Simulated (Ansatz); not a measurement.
A 12-atom cell of HfTi₃O₈ built on the rutile structure (relaxed group Cmmm) was relaxed with 3 functionals in the plane-wave code Ansatz, cell and atoms free, the symmetry of the start kept (meshes: PBE 4×4×4, r2SCAN 6×6×4, PBEsol 6×6×4). Note: simulated data, non-magnetic, for a generated structure that need not be the stable one.

The r2SCAN result:
```
CELL_PARAMETERS angstrom
3.30331 -3.27989 0.00000
3.30331 3.27989 0.00000
0.00000 0.00000 6.05346
ATOMIC_POSITIONS crystal
Hf 0.50000 0.50000 0.00000
Ti 0.00000 0.00000 0.74463
O 0.18672 0.18672 0.00000
O 0.81328 0.81328 0.00000
O 0.69984 0.30016 0.73656
O 0.30016 0.69984 0.73656
Ti 0.50000 0.50000 0.50000
Ti 0.00000 0.00000 0.25537
O 0.19463 0.19463 0.50000
O 0.80537 0.80537 0.50000
O 0.69984 0.30016 0.26344
O 0.30016 0.69984 0.26344
```

It is orthorhombic, Cmmm (No. 65); conventional cell a = 6.560 Å, b = 6.607 Å, c = 6.053 Å, 10.93 Å³ an atom. Around Hf lie 6 O at 2.06–2.07 Å; around Ti lie 6 O at 1.96–1.98 Å and 1 Ti at 2.96 Å; around O lie 2 Ti at 1.98 Å and 1 Hf at 2.07 Å; around O lie 2 Ti at 1.94–1.97 Å and 1 Hf at 2.06 Å; around Ti lie 6 O at 1.94–2.02 Å; around O lie 3 Ti at 1.96–2.02 Å.

(1) How does the cell change with PBE?

(2) What lattice does PBEsol give?

(3) Held at the r2SCAN cell, what mean stress does PBE find, and does its sign point to its own minimum?

Answers

(1) a = 6.625 Å, b = 6.671 Å, c = 6.079 Å; the volume differs by +2.4 % from r2SCAN's. Around Hf lie 6 O at 2.08–2.09 Å; around Ti lie 6 O at 1.97–1.99 Å and 1 Ti at 2.97 Å; around O lie 2 Ti at 1.99 Å and 1 Hf at 2.09 Å (further sites aren't listed).

(2) a = 6.553 Å, b = 6.596 Å, c = 6.026 Å; the volume differs by -0.7 % from r2SCAN's. Hf is surrounded by 6 O at 2.06–2.07 Å; Ti is surrounded by 6 O at 1.95–1.97 Å and 1 Ti at 2.95 Å; O is surrounded by 2 Ti at 1.97 Å and 1 Hf at 2.07 Å (further sites aren't listed).

(3) Yes. PBE +5.17 GPa, and its relaxed volume is +2.4 % from r2SCAN's. Compression counts positive, so a positive stress asks for a larger cell.
